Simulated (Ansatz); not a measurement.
**K₃LuSi₂O₇: ⁴¹K NMR of the central transition**

Cell: a structure deposited in the COD whose atoms were relaxed with PBE, the cell held.

Space group P6_3/mmc (No. 194); a = 5.7116, c = 13.8883 Å, γ = 120.00°.

| site | Wyckoff | site symmetry | x | y | z |
| --- | --- | --- | --- | --- | --- |
| K1 | 2b | -6m2 | 0.0000 | 0.0000 | 0.2500 |
| K3 | 4f | 3m. | 0.3333 | 0.6667 | 0.0926 |
| Lu | 2a | -3m. | 0.0000 | 0.0000 | 0.0000 |
| Si | 4f | 3m. | 0.6667 | 0.3333 | 0.1313 |
| O13 | 12k | .m. | 0.3539 | 0.1769 | 0.0955 |
| O25 | 2d | -6m2 | 0.6667 | 0.3333 | 0.2500 |

One atom of each set is listed.

Computed with Ansatz: DFT, PBE, plane waves and PAW, scalar-relativistic, 420 eV cutoff, Γ-centred 5×5×2 k-points, Fermi–Dirac smearing 0.02 eV.

⁴¹K has I = 3/2 and Q = 73.40 mb (Pyykkö 2018); at 18.8 T its Larmor frequency is ν₀ = 20.5 MHz. Only the quadrupole interaction is simulated: positions count from each site's isotropic chemical shift, and shift anisotropy, dipolar and J coupling are left out.

Question: Simulate the second-order pattern (static powder, Gaussian broadening 10 kHz) of site K3 (9 O at 2.86–3.04 Å).

Answer: The calculation gives C_Q = 7.39 MHz and η = 0.00, so ν_Q = 3.70 MHz and the centre of gravity lies at -3243 ppm (-66.6 kHz).

offset (kHz), height and a bar:
```
   -244.6          0 
   -234.5          2 #
   -224.5         66 ####################
   -214.4        100 ##############################
   -204.4         62 ###################
   -194.3         49 ###############
   -184.3         42 ############
   -174.2         37 ###########
   -164.2         34 ##########
   -154.1         32 ##########
   -144.1         30 #########
   -134.0         29 #########
   -123.9         28 ########
   -113.9         27 ########
   -103.8         26 ########
    -93.8         26 ########
    -83.7         25 ########
    -73.7         25 #######
    -63.6         24 #######
    -53.6         25 #######
    -43.5         24 #######
    -33.5         24 #######
    -23.4         24 #######
    -13.3         24 #######
     -3.3         23 #######
      6.8         19 ######
     16.8         19 ######
     26.9         20 ######
     36.9         21 ######
     47.0         21 ######
     57.0         23 #######
     67.1         24 #######
     77.1         27 ########
     87.2         30 #########
     97.2         34 ##########
    107.3         43 #############
    117.4         71 #####################
    127.4         47 ##############
    137.5          1 
    147.5          0
```

An axis of threefold or higher order runs through K3, so V_zz lies along it and η is zero.

With ν_Q/ν₀ up to 0.18, terms beyond second order are no longer negligible.

At this cell the principal stresses reach 5 GPa in size with PBE, which can matter for small gradients.
